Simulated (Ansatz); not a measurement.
## Structure relaxation, Sr

The start is a generated trial cell of Sr in the omega structure type. The structure is fully relaxed (lattice and positions, P = 0) with PBEsol (plane waves to 420 eV, PAW, scalar-relativistic; Ansatz, an electronic-structure program). The first steps use a coarse 6×6×8 k-mesh.

Initial structure:
```yaml
crystal:
  lattice:
    - [6.81720, 0.00000, 0.00000]
    - [-3.40860, 5.90387, 0.00000]
    - [0.00000, 0.00000, 4.14633]
  atoms:
    - { symbol: Sr, position: [0.00000, 0.00000, 0.00000] }
    - { symbol: Sr, position: [0.33333, 0.66667, 0.50000] }
    - { symbol: Sr, position: [0.66667, 0.33333, 0.50000] }
```

- Volume change: -6.4 %, from 55.63 to 52.09 Å³/atom
- Band gap at the end: zero (metallic)
- Optimiser moves: 5

Final values are on a 8×8×12 k-mesh of the relaxed cell. No spin polarisation in the result.

The run could not lose the symmetry of its start: the end is stationary, and may be a saddle point rather than a minimum.

All atoms sit on sites fixed by symmetry, so only the cell could relax.

The relaxed structure here is a generated cell of Sr: the first start was made by placing the elements on the sites of a structure type, and the end was not matched to a known phase here, so it may be hypothetical. Known forms of Sr include space group No. 225.
